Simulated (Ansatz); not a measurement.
The relaxed structure here is a generated cell of Bi: the first start was made by placing the elements on the sites of a structure type, and the end was not matched to a known phase here, so it may be hypothetical. Known forms of Bi include space group No. 166.

A structure of Bi relaxed with PBEsol (plane waves to 420 eV, PAW, scalar-relativistic; Ansatz, a first-principles code); single points at other levels follow on the same geometry (Ansatz, PAW; PBEsol+SOC at 420 eV on a 14×14×14 k-mesh; spin-orbit coupling only where +SOC is written). Space group I4/mmm (No. 139).

```cif
data_Bi4
_chemical_formula_sum 'Bi4'
_space_group_name_H-M_alt 'I4/mmm'
_space_group_IT_number 139
_space_group_name_Hall '-I 4 2'
_cell_length_a 4.54722
_cell_length_b 4.54722
_cell_length_c 6.63139
_cell_angle_alpha 90.000
_cell_angle_beta 90.000
_cell_angle_gamma 90.000
loop_
_atom_site_label
_atom_site_type_symbol
_atom_site_symmetry_multiplicity
_atom_site_Wyckoff_symbol
_atom_site_fract_x
_atom_site_fract_y
_atom_site_fract_z
_atom_site_occupancy
Bi1 Bi 4 e 0.00000 0.00000 0.27288 1
```
(The calculation used a cell of 2 atoms; values per cell refer to that cell.)

```json
[
 {"level": "PBEsol", "gap (eV)": "0.00", "kind": "–", "conduction minimum": "–"},
 {"level": "PBEsol+SOC", "gap (eV)": "…", "kind": "…", "conduction minimum": "…"}
]
```

Q: Some entries are withheld; supply them.

A: 
- PBEsol+SOC, gap (eV): 0.06
- PBEsol+SOC, kind: indirect
- PBEsol+SOC, conduction minimum: k = (0, 0.3571, 0)

The shift from spin-orbit coupling is approximate. No spin polarisation in the result.

The run could not lose the symmetry of its start, so the end can be a saddle point.

It was reached from a disturbed copy of a Cmcm (No. 63) cell, against which it lies -0.02 eV/atom.
